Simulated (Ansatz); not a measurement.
Ti3S2: changing the functional

The cell as given:

Space group R32:H (No. 155). a = 5.426 Å, b = 5.426 Å, c = 9.713 Å, α = 90.00°, β = 90.00°, γ = 120.00°
```
atom  site  symmetry       x       y       z
  Ti    9d        .2  0.0000  0.3357  0.0000
   S    6c        3.  0.3333  0.6667  0.8345
```

The cell comes from a database or a generator and needn't be the stable form of this composition.

Kept alike: task relaxation of cell and atoms; k mesh 6 × 6 × 6; occupations fermi-dirac, width 0.05 eV; no spin polarisation. Program: Ansatz, Ansatz PAW. Cutoffs run from 420 to 500 eV. The mesh is that of the run's cell of 5 atoms. No spin-orbit coupling.

| run | volume (Å³/atom) |
| --- | --- |
| A | 16.560 |
| B | 16.470 |
| C | 15.547 |
| D | 15.945 |

The relaxations keep at least the cell's symmetry (R32). For a metal such a mesh leaves the last digits unconverged. Relaxations stop with a little pressure left, so the last digits of a volume or edge aren't settled. All rows use potentials made for PBE.

The runs differ in the functional (and the cutoff that goes with it) alone: LDA; PBE; PBEsol; r2SCAN. Which run is which?

Run A is PBE; run B is r2SCAN; run C is LDA; run D is PBEsol. The volume runs from 15.547 (LDA) to 16.560 Å³/atom (PBE). From PBE: LDA -1.013; PBEsol -0.615; r2SCAN -0.090.
